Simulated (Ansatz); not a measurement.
Crystals of one structure type (wurtzite) and one family of elements, relaxed and computed with r²SCAN (plane waves, PAW; program Ansatz).

```
crystal  V (Å³/atom)  B₀ by P(V) fit (GPa)
-------  -----------  --------------------
ZnO            11.81                   150
ZnS            19.59                  78.2
CdS            25.40                     ?
CdSe           28.87                  51.4
```

Problem. Fit a straight line to ln B₀ against ln V and predict the withheld value.

Solution. Least squares on the 3 shown rows: ln B₀ = -1.20 × ln V + (7.959), with a scatter of 2 %. For CdS this gives 59.0. The run itself gave 60.3, within the scatter.

All cells were relaxed under the symmetry of their starts (and spin orders); stability against distortions was not tested throughout. Scalar-relativistic: spin–orbit coupling is off unless named, which matters more the heavier the elements.

Potentials: the later of the program's two PAW sets.
